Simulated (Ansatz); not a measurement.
A relaxation computed with Ansatz, from input to last step.

```yaml
crystal:
  lattice:
    - [1.5054695445, 0.8691832468, 2.4399269062]
    - [-1.5054695445, 0.8691832468, 2.4399269062]
    - [0.0, -1.7383664936, 2.4399269062]
  atoms:
    - { symbol: Co, position: [0.0, 0.0, 0.0], spin: 2.84 }
    - { symbol: O, position: [0.5, 0.5, 0.5], spin: 0.31 }
basis:
  ecutwfc: 420
kpoints:
  mp_grid: { grid: [18, 18, 18] }
hamiltonian:
  xc: pbe
  hubbard: { sites: [{ species: Co, l: d, u_eff: 3.32 }] }
scf:
  occupations: { method: gaussian, width: 0.1 }
output:
  forces: true
  stress: true
  eigenvalues: true
  populations: true
  write_density: true
  write_potential: true
  elf: true
  volumetric_format: npy
magnetization:
  spin_polarized: true
relax:
  adjacent_minimum: "off"
  f_tol: 0.005
  max_steps: 80
  cell: { stress_tol: 0.05 }
```

```bash
ansatz run input.yaml --threads 1 --pin off --max-ram 2560MiB --backend cpu --events-out ev --progress --plain --runs-dir out
```

All numbers below come from DFT PBE+U, scalar-relativistic, plane waves, PAW in Ansatz 0.2.0.

Of 7 frames 7 are shown, positions in Å and forces in eV/Å; the SCF threshold varies from step to step. Steps run on the plane waves of an earlier cell, with a Pulay correction in the pressure. The basis is chosen afresh for the last frame, the zero of the energies, and at times for earlier ones too; energy and pressure step there, also at an unchanged geometry. Here that happened at step 5 (-3 meV/atom, 0.5 GPa); the frames before carry an error of that size.

```xyz
2
Lattice="1.5055 0.8692 2.4399 -1.5055 0.8692 2.4399 0.0000 -1.7384 2.4399" Properties=species:S:1:pos:R:3:forces:R:3 pbc="T T T" step=1 free_energy_over_end_meV_per_atom=17.03 pressure_GPa=10.51
Co    0.0000    0.0000    0.0000    0.0000    0.0000    0.0000
O     0.0000    0.0000    3.6599    0.0000    0.0000    0.0000
2
Lattice="1.5227 0.8791 2.4575 -1.5227 0.8791 2.4575 0.0000 -1.7583 2.4575" Properties=species:S:1:pos:R:3:forces:R:3 pbc="T T T" step=2 free_energy_over_end_meV_per_atom=5.02 pressure_GPa=4.24
Co    0.0000    0.0000    0.0000    0.0000    0.0000    0.0000
O     0.0000    0.0000    3.6863    0.0000    0.0000    0.0000
2
Lattice="1.5344 0.8859 2.4709 -1.5344 0.8859 2.4709 0.0000 -1.7718 2.4709" Properties=species:S:1:pos:R:3:forces:R:3 pbc="T T T" step=3 free_energy_over_end_meV_per_atom=3.07 pressure_GPa=0.28
Co    0.0000    0.0000    0.0000    0.0000    0.0000    0.0000
O     0.0000    0.0000    3.7063    0.0000    0.0000    0.0000
2
Lattice="1.5351 0.8863 2.4723 -1.5351 0.8863 2.4723 0.0000 -1.7726 2.4723" Properties=species:S:1:pos:R:3:forces:R:3 pbc="T T T" step=4 free_energy_over_end_meV_per_atom=3.12 pressure_GPa=0.01
Co    0.0000    0.0000    0.0000    0.0000    0.0000    0.0000
O     0.0000    0.0000    3.7085    0.0000    0.0000    0.0000
2
Lattice="1.5351 0.8863 2.4723 -1.5351 0.8863 2.4723 0.0000 -1.7726 2.4723" Properties=species:S:1:pos:R:3:forces:R:3 pbc="T T T" step=5 free_energy_over_end_meV_per_atom=0.04 pressure_GPa=0.48
Co    0.0000    0.0000    0.0000    0.0000    0.0000    0.0000
O     0.0000    0.0000    3.7085    0.0000    0.0000    0.0000
2
Lattice="1.5367 0.8872 2.4735 -1.5367 0.8872 2.4735 0.0000 -1.7745 2.4735" Properties=species:S:1:pos:R:3:forces:R:3 pbc="T T T" step=6 free_energy_over_end_meV_per_atom=0.12 pressure_GPa=0.03
Co    0.0000    0.0000    0.0000    0.0000    0.0000    0.0000
O     0.0000    0.0000    3.7103    0.0000    0.0000    0.0000
2
Lattice="1.5367 0.8872 2.4735 -1.5367 0.8872 2.4735 0.0000 -1.7745 2.4735" Properties=species:S:1:pos:R:3:forces:R:3 pbc="T T T" step=7 free_energy_over_end_meV_per_atom=0.00 pressure_GPa=0.03
Co    0.0000    0.0000    0.0000    0.0000    0.0000    0.0000
O     0.0000    0.0000    3.7103    0.0000    0.0000    0.0000
```

It took 7.8 min on 1 thread of Intel(R) Xeon(R) Processor @ 2.70GHz (shared host), peak memory 0.82 GiB.

The state reached may not be the lowest one. The cell holds one magnetic atom, so it can only be ferromagnetic; an antiferromagnetic order may lie lower.